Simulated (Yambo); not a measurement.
Yambo run on WO3 (ReO3 type, space group Pm-3m, No. 221). The wavefunctions come from this Quantum ESPRESSO step (LDA, PseudoDojo standard norm-conserving files, scalar-relativistic):

```
&CONTROL
  calculation = 'nscf'
  pseudo_dir = './pseudo'
  outdir = './out'
/
&SYSTEM
  ibrav = 0
  nat = 4
  ntyp = 2
  ecutwfc = 84.0
  ecutrho = 336.0
  occupations = 'fixed'
  force_symmorphic = .true.
  nbnd = 132
/
&ELECTRONS
  conv_thr = 4e-09
  diago_full_acc = .true.
  diago_thr_init = 1e-08
/
ATOMIC_SPECIES
O 15.9990 O.upf
W 183.8400 W.upf
CELL_PARAMETERS angstrom
  3.768838283000   0.000000000000   0.000000000000
  0.000000000000   3.768838283000   0.000000000000
  0.000000000000   0.000000000000   3.768838283000
ATOMIC_POSITIONS crystal
O   0.000000000000   0.000000000000   0.500000000000
O   0.500000000000   0.000000000000   0.000000000000
O   0.000000000000   0.500000000000   0.000000000000
W   0.000000000000   0.000000000000   0.000000000000
K_POINTS automatic
4 4 4 0 0 0
```

Yambo input:

```
rim_cut
gw0
dyson
el_el_corr
HF_and_locXC
ppa
em1d
RandQpts= 1000000
RandGvec= 1 Ry
EXXRLvcs= 84 Ry
VXCRLvcs= 336 Ry
Chimod= "HARTREE"
% BndsRnXp
 2 | 129 |
%
NGsBlkXp= 10 Ry
% LongDrXp
 1.0 | 1.0 | 1.0 |
%
PPAPntXp= 27.2114 eV
% GbndRnge
 1 | 129 |
%
GTermKind= "BG"
DysSolver= "n"
ExtendOut
% QPkrange
 1 | 1 | 16 | 17 |
 10 | 10 | 16 | 17 |
%
```

k points by index: 1 = Γ, 10 = R.

Table of the .qp output:

```
#    K-point    Band    Eo [eV]    E [eV]    E-Eo [eV]    Vxc [eV]    Vnlxc [eV]    Sc|Eo [eV]    Sc|E [eV]    dSc/dw|Eo [eV]    Re(Z)    Im(Z)
#
    1    16    -1.074765    -1.372582    -0.297817    -20.45830    -25.41001    4.559336    4.653892    -8.634976    0.759108    -0.001691
    1    17    0.582488    1.394178    0.811690    -16.61076    -11.53572    -4.070257    -4.263358    -6.472921    0.807834    -0.001064
    10    16    0.000000    -0.199773    -0.199773    -20.37062    -25.39232    4.755019    4.821921    -9.106305    0.749257    -0.001548
    10    17    5.719952    6.695835    0.975884    -19.36228    -12.41172    -5.650778    -5.974684    -8.899913    0.749993    0.051591
```
(The two width columns are left out.) Convergence of these settings isn't established.

Spin-orbit coupling is not included.

Geometry relaxed with LDA.

The structure is a Materials Project entry; no match was found in the copy of COD used, and its stability was not checked.
